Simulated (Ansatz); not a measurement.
A relaxation computed with Ansatz, from input to last step.

```yaml
crystal:
  lattice:
    - [0.0, -4.16307288, 2.70599737]
    - [-4.16307288, 0.0, 2.70599737]
    - [-4.16307288, -4.16307288, -2.70599737]
  atoms:
    - { symbol: O, position: [0.2356994461, 0.2242418215, 0.4639659566] }
    - { symbol: O, position: [0.5680317634, 0.5594811101, 0.1290200859] }
    - { symbol: O, position: [0.8952866291, 0.9000057948, 0.7958247696] }
    - { symbol: O, position: [0.0957239756, 0.0970442335, 0.2016424411] }
    - { symbol: O, position: [0.4322119037, 0.4374330968, 0.8664268842] }
    - { symbol: O, position: [0.7674158641, 0.7662101021, 0.5415196136] }
    - { symbol: O, position: [0.6392056879, 0.0272458854, 0.1680574996] }
    - { symbol: O, position: [0.9700278093, 0.3645706147, 0.8304179514] }
    - { symbol: O, position: [0.3071678835, 0.699640689, 0.4988917708] }
    - { symbol: O, position: [0.0294776424, 0.6479067225, 0.1662729284] }
    - { symbol: O, position: [0.3557672512, 0.971238171, 0.8404820218] }
    - { symbol: O, position: [0.693493667, 0.3107748269, 0.4954817792] }
    - { symbol: Si, position: [0.6674106729, 0.6626953125, 0.8362412915] }
    - { symbol: Cr, position: [0.3368354033, 0.3402553645, 0.6617084488], spin: 3.0 }
    - { symbol: Cr, position: [0.3244379534, 0.33752814, 0.1711664325], spin: 3.0 }
    - { symbol: Ge, position: [0.6694598238, 0.6702906104, 0.3324917794] }
    - { symbol: Ge, position: [0.0022694323, 0.0007499224, 0.4986061208] }
    - { symbol: Ru, position: [0.0034631722, 0.995824101, 0.0055095301] }
  symmetry: { detect: false }
basis:
  ecutwfc: 420
kpoints:
  mp_grid: { grid: [3, 3, 2], shift: [0.0, 0.0, 0.5] }
hamiltonian:
  xc: pbe
scf:
  occupations: { method: gaussian, width: 0.1 }
  lower_state_search: "off"
output:
  forces: true
  stress: true
  eigenvalues: true
  populations: true
magnetization:
  spin_polarized: true
relax:
  adjacent_minimum: "off"
  f_tol: 0.04
  max_steps: 50
  cell: { stress_tol: 0.3 }
```

```bash
ansatz run input.yaml --threads 4 --pin off --max-ram 9216MiB --backend cpu --events-out ev --progress --plain --runs-dir out
```

Computed with DFT PBE, scalar-relativistic, plane waves, PAW in Ansatz.

Of 13 frames 10 are shown, positions in Å and forces in eV/Å; the SCF threshold varies from step to step. Steps run on the plane waves of an earlier cell, with a Pulay correction in the pressure. The basis is chosen afresh for the last frame, the zero of the energies, and at times for earlier ones too; energy and pressure can step there, also at an unchanged geometry. Here that happened at step 10 (-28 meV/atom, 4.4 GPa); frames between the last choice of the basis and such a step carry an error that grows, as the cell changes, to that size.

```xyz
18
Lattice="0.0000 -4.1631 2.7060 -4.1631 0.0000 2.7060 -4.1631 -4.1631 -2.7060" Properties=species:S:1:pos:R:3:forces:R:3 pbc="T T T" step=1 free_energy_over_end_meV_per_atom=504.59 pressure_GPa=88.14
O    -2.8651   -2.9128   -0.0109   -1.4430   -0.9538   -0.1489
O    -2.8663   -2.9019    2.7019   -0.2568   -0.1352    2.8290
O    -7.0599   -7.0402    2.7046    1.3233    1.4226   -2.2931
O    -1.2435   -1.2380   -0.0240   -2.7853   -2.4480    0.5155
O    -5.4281   -5.4063    0.0087   -1.0742   -1.1033    1.7946
O    -5.4442   -5.4492    2.6846   -0.4533   -0.2075   -1.4643
O    -0.8131   -3.3607    1.3487   -2.4319    2.9138   -2.3136
O    -4.9748   -7.4954    1.3643   -3.4698    3.4700    1.9288
O    -4.9896   -3.3557    1.3744   -0.9944    1.4583    0.7660
O    -3.3895   -0.8149    1.3831    3.9807   -3.6965   -4.8256
O    -7.5423   -4.9801    1.3165    5.0539   -4.7801    4.4500
O    -3.3565   -4.9498    1.3768    2.0359   -2.0286    0.7935
Si   -6.2402   -6.2598    1.3364    0.2536    0.3672   -0.2670
Cr   -4.1712   -4.1570    0.0416    0.2068   -0.0517   -2.3103
Cr   -2.1177   -2.0632    1.3281    1.5090    0.2902    1.1210
Ge   -4.1747   -4.1712    2.7256   -0.0443    0.4662   -1.6323
Ge   -2.0789   -2.0852   -1.3411   -0.4291    0.3578   -1.4109
Ru   -4.1686   -0.0374    2.6892   -0.9810    4.6588    2.4674
18
Lattice="0.0001 -4.3196 2.8151 -4.3269 0.0061 2.8243 -4.3120 -4.3167 -2.8108" Properties=species:S:1:pos:R:3:forces:R:3 pbc="T T T" step=2 free_energy_over_end_meV_per_atom=107.51 pressure_GPa=27.09
O    -2.9911   -3.0050   -0.0147   -0.7116   -0.4975   -0.0159
O    -2.9708   -2.9907    2.8703   -0.0895    0.0054    1.0992
O    -7.2986   -7.2675    2.7843   -0.0748   -0.0811   -0.8982
O    -1.3252   -1.3114   -0.0130   -0.4839   -0.3827    0.3555
O    -5.6414   -5.6312    0.0531   -0.4547   -0.4776    0.8066
O    -5.6573   -5.6484    2.7793   -0.1373    0.0016   -0.5615
O    -0.8474   -3.4801    1.3605   -0.8632    0.8725   -0.1736
O    -5.1966   -7.7455    1.4628   -1.0686    0.9992    0.2669
O    -5.1741   -3.4595    1.4279   -0.2107    0.5351    0.4261
O    -3.4998   -0.8567    1.3997    1.0569   -1.0367   -1.1604
O    -7.7773   -5.1883    1.4332    1.5817   -1.4903    1.0571
O    -3.4706   -5.1401    1.4323    0.8250   -0.6835    0.3715
Si   -6.4605   -6.4804    1.4100    0.0689    0.2860   -0.2251
Cr   -4.3340   -4.3187    0.0449    0.0734   -0.0276   -1.7157
Cr   -2.1977   -2.1563    1.4050    0.7370    0.0436    0.7224
Ge   -4.3297   -4.3184    2.8137    0.0037    0.1570   -0.5728
Ge   -2.1586   -2.1629   -1.4136   -0.1741    0.1956   -0.6992
Ru   -4.3355   -0.0200    2.8207   -0.0782    1.5811    0.9169
18
Lattice="-0.0073 -4.4182 2.9051 -4.4144 -0.0048 2.9091 -4.4086 -4.4176 -2.8929" Properties=species:S:1:pos:R:3:forces:R:3 pbc="T T T" step=4 free_energy_over_end_meV_per_atom=39.13 pressure_GPa=0.08
O    -3.0841   -3.0820   -0.0249    0.0160    0.0133    0.1181
O    -3.0592   -3.0527    3.0157    0.1726    0.1771   -0.0019
O    -7.4587   -7.4609    2.8590    0.2683    0.2749   -0.1729
O    -1.3562   -1.3561    0.0328   -0.5168   -0.5129    0.0113
O    -5.7782   -5.7833    0.0816   -0.1136   -0.1067    0.0896
O    -5.7925   -5.7970    2.8431    0.1460    0.1502   -0.1555
O    -0.9008   -3.5698    1.4194   -0.0295   -0.0183   -0.1032
O    -5.3623   -7.9014    1.5071   -0.0637    0.0715   -0.1653
O    -5.2557   -3.5201    1.4713    0.1292   -0.1450   -0.0020
O    -3.5695   -0.8934    1.4221   -0.0076   -0.0325   -0.0840
O    -7.8951   -5.3622    1.5118    0.0799   -0.0678   -0.1821
O    -3.5181   -5.2554    1.4699   -0.1392    0.1289    0.0148
Si   -6.6097   -6.6103    1.4178   -0.0767   -0.1317    1.1966
Cr   -4.4149   -4.4181   -0.0113    0.0686    0.1124   -0.5616
Cr   -2.2271   -2.2251    1.4896   -0.0370   -0.0183   -0.2067
Ge   -4.4168   -4.4165    2.8757   -0.2680   -0.2661   -0.0127
Ge   -2.2092   -2.2094   -1.4592    0.0578    0.0491   -0.6293
Ru   -4.4271   -0.0120    2.9198    0.3134    0.3222    0.8466
18
Lattice="-0.0001 -4.4303 2.8876 -4.4352 0.0002 2.8882 -4.4285 -4.4244 -2.8783" Properties=species:S:1:pos:R:3:forces:R:3 pbc="T T T" step=5 free_energy_over_end_meV_per_atom=34.49 pressure_GPa=-0.65
O    -3.1015   -3.0935   -0.0308    0.0956    0.0874    0.0091
O    -3.0665   -3.0589    2.9906    0.1489    0.1492    0.2719
O    -7.4749   -7.4670    2.8501    0.1631    0.1764   -0.2541
O    -1.3789   -1.3696    0.0480   -0.1670   -0.1813   -0.1035
O    -5.8027   -5.7882    0.0603   -0.1799   -0.1922    0.1078
O    -5.8069   -5.7965    2.8249    0.0127    0.0266   -0.2349
O    -0.8960   -3.5905    1.4222   -0.1101    0.1135    0.0301
O    -5.3877   -7.8933    1.4886   -0.1168    0.0902    0.0667
O    -5.2718   -3.5255    1.4476    0.1241   -0.1574   -0.0348
O    -3.6000   -0.8899    1.4221    0.1113   -0.1303    0.0362
O    -7.9083   -5.3796    1.4907    0.0840   -0.1100    0.0616
O    -3.5347   -5.2635    1.4467   -0.1686    0.1293   -0.0391
Si   -6.6326   -6.6196    1.4175   -0.1000   -0.1307    0.8219
Cr   -4.4319   -4.4218   -0.0581    0.0427    0.0339   -0.1342
Cr   -2.2455   -2.2375    1.4766   -0.0197   -0.0238   -0.0535
Ge   -4.4342   -4.4252    2.8516   -0.1526   -0.1487    0.0360
Ge   -2.2129   -2.2071   -1.4515    0.0752    0.0861   -0.5321
Ru   -4.4478   -0.0082    2.9394    0.1573    0.1818   -0.0552
18
Lattice="0.0127 -4.4525 2.8684 -4.4488 0.0131 2.8689 -4.4197 -4.4241 -2.8442" Properties=species:S:1:pos:R:3:forces:R:3 pbc="T T T" step=6 free_energy_over_end_meV_per_atom=31.29 pressure_GPa=-0.24
O    -3.0913   -3.0913   -0.0493    0.0204    0.0286    0.0179
O    -3.0667   -3.0665    3.0078   -0.0492   -0.0393   -0.1354
O    -7.4597   -7.4598    2.8348    0.0076    0.0036   -0.0307
O    -1.3814   -1.3797    0.0466    0.0579    0.0845   -0.0427
O    -5.8043   -5.8078    0.0898   -0.0400   -0.0133   -0.1623
O    -5.7903   -5.7869    2.7980   -0.1201   -0.1365    0.0835
O    -0.9014   -3.6018    1.4264    0.0939   -0.0853   -0.0790
O    -5.3900   -7.9042    1.4988    0.0829   -0.0511    0.0739
O    -5.2553   -3.5281    1.4288   -0.0762    0.0807   -0.0119
O    -3.6058   -0.8993    1.4285   -0.0715    0.1134   -0.1008
O    -7.9034   -5.3911    1.4979   -0.0551    0.1000    0.0703
O    -3.5323   -5.2560    1.4297    0.1035   -0.0787   -0.0089
Si   -6.6317   -6.6315    1.4491   -0.0213   -0.0417    0.1000
Cr   -4.4255   -4.4254   -0.0711    0.0113    0.0190   -0.3479
Cr   -2.2546   -2.2525    1.4742    0.0255    0.0351    0.0500
Ge   -4.4332   -4.4313    2.8390    0.0934    0.0852    0.0644
Ge   -2.1941   -2.1908   -1.4574    0.0304    0.0257    0.0543
Ru   -4.4588    0.0095    2.9281   -0.0935   -0.1301    0.4057
18
Lattice="0.0095 -4.4512 2.8613 -4.4491 0.0118 2.8648 -4.4218 -4.4284 -2.8410" Properties=species:S:1:pos:R:3:forces:R:3 pbc="T T T" step=8 free_energy_over_end_meV_per_atom=30.78 pressure_GPa=0.28
O    -3.0904   -3.0868   -0.0517   -0.0318   -0.0511    0.0553
O    -3.0661   -3.0654    2.9964   -0.0941   -0.0752    0.0076
O    -7.4669   -7.4662    2.8287    0.0049    0.0118   -0.0159
O    -1.3818   -1.3774    0.0487    0.0713    0.0833   -0.0190
O    -5.8147   -5.8208    0.0732    0.0871    0.1224    0.0730
O    -5.7982   -5.7940    2.7832   -0.0047   -0.0184    0.1524
O    -0.9042   -3.6050    1.4195    0.1033   -0.0859    0.0059
O    -5.3887   -7.9070    1.5054   -0.1600    0.1104   -0.0523
O    -5.2648   -3.5298    1.4246    0.0667   -0.0342   -0.0483
O    -3.6082   -0.8996    1.4273   -0.0856    0.1163   -0.0399
O    -7.9060   -5.3885    1.5061    0.1129   -0.1487   -0.0506
O    -3.5355   -5.2655    1.4263    0.0006    0.0693   -0.0795
Si   -6.6390   -6.6397    1.4474   -0.0220   -0.0217    0.0399
Cr   -4.4249   -4.4256   -0.0860    0.0411    0.0508   -0.0551
Cr   -2.2517   -2.2492    1.4709   -0.0775   -0.0578   -0.0698
Ge   -4.4314   -4.4292    2.8319    0.0114    0.0201    0.0427
Ge   -2.1910   -2.1881   -1.4568   -0.0210   -0.0404    0.0214
Ru   -4.4623    0.0062    2.9385   -0.0027   -0.0511    0.0325
18
Lattice="0.0137 -4.4549 2.8589 -4.4560 0.0134 2.8585 -4.4281 -4.4264 -2.8362" Properties=species:S:1:pos:R:3:forces:R:3 pbc="T T T" step=9 free_energy_over_end_meV_per_atom=30.45 pressure_GPa=-0.07
O    -3.0928   -3.0894   -0.0514   -0.0120   -0.0008   -0.0082
O    -3.0732   -3.0672    2.9908   -0.0027   -0.0065    0.0039
O    -7.4746   -7.4687    2.8281    0.0037    0.0021    0.0076
O    -1.3806   -1.3751    0.0500   -0.0104   -0.0082    0.0008
O    -5.8200   -5.8116    0.0757   -0.0110   -0.0146   -0.0073
O    -5.8040   -5.7964    2.7891   -0.0018   -0.0058    0.0037
O    -0.8982   -3.6076    1.4228    0.0152   -0.0077    0.0150
O    -5.4034   -7.9038    1.5009    0.0195   -0.0073    0.0190
O    -5.2655   -3.5307    1.4174   -0.0091    0.0104   -0.0080
O    -3.6151   -0.8938    1.4217    0.0011    0.0113    0.0162
O    -7.9118   -5.3972    1.5020   -0.0049    0.0088   -0.0037
O    -3.5368   -5.2607    1.4178    0.0001   -0.0022   -0.0069
Si   -6.6481   -6.6409    1.4478    0.0128    0.0105    0.0020
Cr   -4.4287   -4.4230   -0.0959   -0.0170   -0.0077   -0.0120
Cr   -2.2567   -2.2507    1.4684    0.0081    0.0065    0.0286
Ge   -4.4370   -4.4304    2.8271    0.0163    0.0050   -0.0054
Ge   -2.1941   -2.1894   -1.4511   -0.0006    0.0087   -0.0111
Ru   -4.4681    0.0062    2.9374   -0.0074   -0.0025   -0.0342
18
Lattice="0.0137 -4.4549 2.8589 -4.4560 0.0134 2.8585 -4.4281 -4.4264 -2.8362" Properties=species:S:1:pos:R:3:forces:R:3 pbc="T T T" step=10 free_energy_over_end_meV_per_atom=2.45 pressure_GPa=4.30
O    -3.0928   -3.0894   -0.0514   -0.0148   -0.0034   -0.0081
O    -3.0732   -3.0672    2.9908   -0.0122   -0.0159   -0.0016
O    -7.4746   -7.4687    2.8281   -0.0064   -0.0079    0.0158
O    -1.3806   -1.3751    0.0500   -0.0042   -0.0019   -0.0020
O    -5.8200   -5.8116    0.0757   -0.0007   -0.0044   -0.0113
O    -5.8040   -5.7964    2.7891    0.0084    0.0041    0.0062
O    -0.8982   -3.6076    1.4228    0.0114   -0.0023    0.0177
O    -5.4034   -7.9038    1.5009    0.0291   -0.0177    0.0149
O    -5.2655   -3.5307    1.4174   -0.0158    0.0131   -0.0089
O    -3.6151   -0.8938    1.4217    0.0066    0.0074    0.0188
O    -7.9118   -5.3972    1.5020   -0.0152    0.0183   -0.0080
O    -3.5368   -5.2607    1.4178    0.0027   -0.0089   -0.0078
Si   -6.6481   -6.6409    1.4478    0.0134    0.0110    0.0015
Cr   -4.4287   -4.4230   -0.0959   -0.0204   -0.0109   -0.0042
Cr   -2.2567   -2.2507    1.4684    0.0067    0.0051    0.0289
Ge   -4.4370   -4.4304    2.8271    0.0166    0.0053   -0.0083
Ge   -2.1941   -2.1894   -1.4511   -0.0013    0.0081   -0.0123
Ru   -4.4681    0.0062    2.9374   -0.0038    0.0011   -0.0313
18
Lattice="0.0140 -4.4899 2.8683 -4.4908 0.0138 2.8681 -4.4601 -4.4589 -2.8421" Properties=species:S:1:pos:R:3:forces:R:3 pbc="T T T" step=12 free_energy_over_end_meV_per_atom=1.08 pressure_GPa=0.13
O    -3.1134   -3.1093   -0.0455   -0.0153   -0.0081   -0.0366
O    -3.0924   -3.0869    2.9997   -0.0069   -0.0073    0.0111
O    -7.5308   -7.5248    2.8407   -0.0139   -0.0150   -0.0033
O    -1.3899   -1.3845    0.0478   -0.0039   -0.0019    0.0044
O    -5.8657   -5.8585    0.0792   -0.0083   -0.0092   -0.0010
O    -5.8530   -5.8460    2.8025   -0.0034   -0.0061   -0.0159
O    -0.8999   -3.6369    1.4276    0.0048    0.0103    0.0161
O    -5.4400   -7.9673    1.5076    0.0114   -0.0032    0.0023
O    -5.3050   -3.5629    1.4248   -0.0144    0.0168   -0.0049
O    -3.6439   -0.8952    1.4269    0.0168    0.0019    0.0199
O    -7.9747   -5.4342    1.5075    0.0020    0.0041   -0.0021
O    -3.5682   -5.2999    1.4251    0.0062   -0.0097   -0.0034
Si   -6.6986   -6.6919    1.4560    0.0179    0.0169    0.0124
Cr   -4.4600   -4.4545   -0.0934   -0.0046    0.0006    0.0176
Cr   -2.2706   -2.2647    1.4750    0.0109    0.0063    0.0219
Ge   -4.4686   -4.4624    2.8367   -0.0123   -0.0185   -0.0058
Ge   -2.2130   -2.2082   -1.4532    0.0215    0.0264   -0.0132
Ru   -4.5040    0.0058    2.9447   -0.0084   -0.0044   -0.0194
18
Lattice="0.0140 -4.4899 2.8683 -4.4908 0.0138 2.8681 -4.4601 -4.4589 -2.8421" Properties=species:S:1:pos:R:3:forces:R:3 pbc="T T T" step=13 free_energy_over_end_meV_per_atom=0.00 pressure_GPa=0.17
O    -3.1134   -3.1093   -0.0455   -0.0156   -0.0084   -0.0365
O    -3.0924   -3.0869    2.9997   -0.0073   -0.0077    0.0110
O    -7.5308   -7.5248    2.8407   -0.0144   -0.0156   -0.0033
O    -1.3899   -1.3845    0.0478   -0.0036   -0.0016    0.0046
O    -5.8657   -5.8585    0.0792   -0.0079   -0.0088   -0.0010
O    -5.8530   -5.8460    2.8025   -0.0030   -0.0056   -0.0157
O    -0.8999   -3.6369    1.4276    0.0045    0.0105    0.0161
O    -5.4400   -7.9673    1.5076    0.0118   -0.0035    0.0023
O    -5.3050   -3.5629    1.4248   -0.0144    0.0171   -0.0050
O    -3.6439   -0.8952    1.4269    0.0170    0.0015    0.0200
O    -7.9747   -5.4342    1.5075    0.0017    0.0045   -0.0022
O    -3.5682   -5.2999    1.4251    0.0064   -0.0098   -0.0036
Si   -6.6986   -6.6919    1.4560    0.0180    0.0169    0.0125
Cr   -4.4600   -4.4545   -0.0934   -0.0048    0.0004    0.0175
Cr   -2.2706   -2.2647    1.4750    0.0108    0.0061    0.0219
Ge   -4.4686   -4.4624    2.8367   -0.0124   -0.0185   -0.0059
Ge   -2.2130   -2.2082   -1.4532    0.0216    0.0266   -0.0135
Ru   -4.5040    0.0058    2.9447   -0.0082   -0.0042   -0.0191
```

The run took 2.8 min on 4 threads of Intel(R) Xeon(R) Platinum 8488C (Sapphire Rapids), with other jobs on the host, peak memory 0.84 GiB.

The k mesh is coarse. Moments started parallel, and an antiferromagnetic order may lie lower.